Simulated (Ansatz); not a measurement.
The start is a generated cell, WSe2 built in the rutile structure type. A full variable-cell relaxation at zero pressure is run with PBE (plane waves to 420 eV, PAW, scalar-relativistic; Ansatz, a quantum-chemistry and plane-wave program). First-step values are on the input's coarse k-mesh.

Ansatz input (later rounds restart from its end on a renewed k-mesh):
Ansatz 0.2 input:
```yaml
crystal:
  lattice:
    - [6.186082, 0, 0]
    - [0, 6.186082, 0]
    - [0, 0, 3.983868]
  atoms:
    - { symbol: W, position: [0, 0, 0] }
    - { symbol: W, position: [0.5, 0.5, 0.5] }
    - { symbol: Se, position: [0.30496, 0.30496, 0] }
    - { symbol: Se, position: [0.80496, 0.19504, 0.5] }
    - { symbol: Se, position: [0.19504, 0.80496, 0.5] }
    - { symbol: Se, position: [0.69504, 0.69504, 0] }
basis: { ecutwfc: 420, ecutrho_ratio: 4, xc_grid: 2, fft_grid_basis: typed }
kpoints: { mp_grid: { grid: [4, 4, 6] } }
hamiltonian:
  xc: pbe
  dispersion: none
  pseudopotentials: { azcp: { folder: ./paw }, kind: paw }
scf: { occupations: { method: fermi_dirac, width: 0.05 } }
relax: { f_tol: 0.01, max_steps: 100, cell: { stress_tol: 0.02 } }
output: { forces: true, stress: true }
```

Q: What pressure does the first self-consistent step give?

A: -10 GPa (negative: the cell is under tension).

Q: By how much does the energy per atom fall from start to end?

A: 0.21 eV/atom.

Q: How do the shortest distances between atoms change?

A: The closest pairs of elements (up to four, under 3.6 Å), start → end: Se–W 2.62 → 2.51 Å; W–W 3.98 → 3.38 Å; Se–Se 3.41 → 3.38 Å.

Q: Is the relaxed structure metallic? Give its gap.

A: Zero (metallic).

Q: Give the final cell and atomic positions.

A: 
```cif
data_Se4W2
_chemical_formula_sum 'W2 Se4'
_space_group_name_H-M_alt 'P42/mnm'
_space_group_IT_number 136
_space_group_name_Hall '-P 4n 2n'
_cell_length_a 6.20692
_cell_length_b 6.20692
_cell_length_c 3.38439
_cell_angle_alpha 90.000
_cell_angle_beta 90.000
_cell_angle_gamma 90.000
loop_
_atom_site_label
_atom_site_type_symbol
_atom_site_symmetry_multiplicity
_atom_site_Wyckoff_symbol
_atom_site_fract_x
_atom_site_fract_y
_atom_site_fract_z
_atom_site_occupancy
W1 W 2 a 0.00000 0.00000 0.00000 1
Se1 Se 4 g 0.21365 0.21365 0.50000 1
```

The space group stays P4₂/mnm (No. 136) (the run could not lower it); the end is rutile type, with 6 atoms in the primitive cell. Final values are on a 8×8×14 k-mesh of the relaxed cell. No spin polarisation in the result.

The run could not lose the symmetry of its start: the end is stationary, and may be a saddle point rather than a minimum.

The relaxed structure here is a generated cell of WSe2: the first start was made by placing the elements on the sites of a structure type, and the end was not matched to a known phase here, so it may be hypothetical. Known forms of WSe2 include space group No. 194.
